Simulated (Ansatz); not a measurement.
Each is relaxed and computed with the program Ansatz at the r²SCAN level (PAW). Which is the only metal?
A. La2O3, La2O3 or Ni2Al3 type
B. SbRuS, P2_1/c (Sb on 4e, Ru on 4e, S on 4e)
C. LaHO2, P2_1/m (La on 2e, H on 2e, O on 2e, O on 2e)
D. LaSi2Ru, P2_1/m (La on 2e, Si on 2e, Si on 2e, Ru on 2e)

D, LaSi2Ru, P2_1/m (La on 2e, Si on 2e, Si on 2e, Ru on 2e). LaSi2Ru: metal; LaHO2: gap 4.40 eV (indirect); SbRuS: gap 1.05 eV (indirect); La2O3: gap 4.23 eV (indirect). Standing as an ambient phase not checked: LaSi2Ru, P2_1/m (La on 2e, Si on 2e, Si on 2e, Ru on 2e); LaHO2, P2_1/m (La on 2e, H on 2e, O on 2e, O on 2e); SbRuS, P2_1/c (Sb on 4e, Ru on 4e, S on 4e). All cells were relaxed under the symmetry of their starts (and spin orders); stability against distortions was not tested throughout. Rows with no word on spin ran without spin polarisation. Scalar-relativistic: spin–orbit coupling is off unless named, which matters more the heavier the elements.

Potentials: the later of the program's two PAW sets.
